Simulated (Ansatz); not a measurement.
**Ti (bcc): energy against volume**

Level of theory: DFT, r2SCAN, plane waves (500 eV) with PAW, scalar-relativistic (Ansatz). The PAW files were generated under PBE, with cores re-solved for the functional.

The cell is scaled uniformly from the relaxed one, with fractional coordinates and shape fixed. Energies are extrapolated to zero smearing, pressures are those at the given smearing. Magnetic state: ferromagnetic.

A Birch-Murnaghan fit gives V₀ = 17.91 Å³/atom, B₀ = 99 GPa, B₀′ = 3.0.

Task: What are the energy above the minimum and the pressure at 15.751 Å³/atom?

Result: 95.3 meV/atom and 14.93 GPa as computed.

Task: What are the energy above the minimum and the pressure at 16.467 Å³/atom?

Result: 40.4 meV/atom and 9.39 GPa as computed.

Task: What are the energy above the minimum and the pressure at 18.615 Å³/atom?

Result: 8.2 meV/atom and -3.71 GPa as computed.
